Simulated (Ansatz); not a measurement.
# Ansatz run, HfSiSe

input.yaml (Ansatz 0.2.0)

```yaml
crystal:
  lattice:
    - [3.660455, 0.0, 0.0]
    - [0.0, 3.660455, 0.0]
    - [0.0, 0.0, 8.389802]
  atoms:
    - { symbol: Hf, position: [0.0, 0.5, 0.259] }
    - { symbol: Hf, position: [0.5, 0.0, 0.741] }
    - { symbol: Si, position: [0.0, 0.0, 0.0] }
    - { symbol: Si, position: [0.5, 0.5, 0.0] }
    - { symbol: Se, position: [0.0, 0.5, 0.615] }
    - { symbol: Se, position: [0.5, 0.0, 0.385] }
  symmetry: { tolerance: 0.0003 }
kpoints:
  mp_grid: { grid: [7, 7, 3], shift: [0, 0, 0] }
  band_path:
    path:
      - [0.0, 0.0, 0.0]
      - [0.0, 0.5, 0.0]
      - [0.5, 0.5, 0.0]
      - [0.0, 0.0, 0.0]
      - [0.0, 0.0, 0.5]
      - [0.0, 0.5, 0.5]
      - [0.5, 0.5, 0.5]
      - [0.0, 0.0, 0.5]
    npoints: 7
magnetization:
  spin_polarized: false
scf:
  occupations: { method: fermi_dirac, width: 0.0115 }
  lower_state_search: "off"
  max_iter: 200
hamiltonian:
  pseudopotentials: { kind: paw }
  xc: r2scan
basis:
  ecutwfc: 500
  fft_grid_basis: typed
output:
  forces: true
  stress: true
  eigenvalues: true
  bader: true
  populations: true
  elf: true
  write_potential: true
  volumetric_format: npy
  dos:
    e_range: [-12, 8]
    de: 0.05
    projected: { site_lists: { Hf: [Hf], Se: [Se], Si: [Si] } }
checkpoint:
  read: saved_state
```

The saved state is an earlier solution for the same cell, perhaps on another mesh. 

Output (shortened):

```
Pseudopotentials: kind: paw
Pseudopotential: Hf, paw, valence charge 26, recommended cutoff 500 eV (meta_gga), Hf.paw.azcp
Pseudopotential: Si, paw, valence charge 4, recommended cutoff 500 eV (meta_gga), Si.paw.azcp
Pseudopotential: Se, paw, valence charge 16, recommended cutoff 500 eV (meta_gga), Se.paw.azcp
Functional definition: r2SCAN
  exchange = r2scan_x(k0 = k0, k1 = k1, a1 = a1)
  correlation = r2scan_c
Crystal: 6 atoms, lattice volume = 112.414 Å³
Basis set: ecut = 500 eV, 2871 PW (Γ), exchange–correlation on 108×108×256 points (64 copies of the dense FFT grid, shifted against one another)
Bands: 56, of which v1, the nominal top of the filled ones, is band 46 counted from 1 (45 counted from 0)
Symmetry: 16 space group operations
Space group: P4/nmm (ITA 129), of the structure as read, at distance tolerance 1.4e-3 Å
k-points: 20 of 147
Initial density: read from a saved state, or passed on in memory by an earlier SCF of this step, an earlier step, the calling program or the single point that the run made first
Functional: x = r2scan, c = r2scan; τ floored in thin density (d = 2e-4 eV/Å³)
SCF iter   1: F=-43706.9354 eV  Δρ=2.11e-3  dr2=1.41e-2  dr2_τ=1.30e-3
SCF iter   2: F=-43706.9440 eV  Δρ=1.06e-3  dr2=1.70e-3  dr2_τ=5.61e-5
SCF iter   3: F=-43706.9446 eV  Δρ=4.22e-4  dr2=2.18e-4  dr2_τ=5.54e-6
SCF iter   4: F=-43706.9446 eV  Δρ=1.91e-4  dr2=4.63e-5  dr2_τ=4.67e-6
SCF iter   5: F=-43706.9446 eV  Δρ=6.54e-5  dr2=4.42e-6  dr2_τ=5.57e-7
SCF iter   6: F=-43706.9447 eV  Δρ=2.80e-5  dr2=5.98e-7  dr2_τ=2.92e-8
SCF iter   7: F=-43706.9447 eV  Δρ=1.07e-5  dr2=9.56e-8  dr2_τ=3.62e-9
Free energy (F): -43706.9447 eV
Harris-Foulkes:  -43706.9447 eV  (|F-HF|=1.06e-7)
Internal energy: -43706.9442 eV  (E = F + TS)
E sigma→0 (E₀):  -43706.9444 eV
Entropy (-TS):   -0.0005 eV (-0.081 meV/atom)
Fermi energy:    15.2224 eV
--- Per-component energies (eV) ---
  E_band       = -781.1367
  E_kinetic    = 1164.3361
  E_local      = -17892.7993  (includes V_loc(G=0)·N_el)
  E_nonlocal   = -3641.4955
  E_hartree    = 8591.6533
  E_xc         = -867.6555
  E_vxc        = -898.8158  (∫ρ·V_xc dr)
  E_paw        = -18788.5001  (= ΣΔE_a)
  E_vpaw       = 3261.8282  (= ΣTr[D̂ρ^β])
  E_aug_tail   = -0.0004  (compensation charges beyond the density's cutoff)
  E_vtau       = 42.5126  (kinetic-family band-sum trace: ∫τ·v_τ [+ j·A + Jᵃ·Aᵃ] dr)
  E_ewald      = -12269.4433
  E_core_change = -3.0394  (= ΣΔE_core)
  E_smearing   = -0.0005  (= −TS)
--- Stress (GPa, compression-positive) ---
       -4.3889       0.0000       0.0000
        0.0000      -4.3889       0.0000
        0.0000       0.0000      -6.4149
  P = ⅓ Tr σ = -5.0642 GPa (-50.642 kbar)
--- Bader charges: 6 sites ---
  site symbol  charge [e]  shift [e]
     0     Hf      1.7848     0.0004
     1     Hf      1.7848     0.0004
     2     Si     -0.6762     0.0000
     3     Si     -0.6761     0.0000
     4     Se     -1.1087     0.0004
     5     Se     -1.1087     0.0004
```

Origin: a database entry at a rescaled volume.
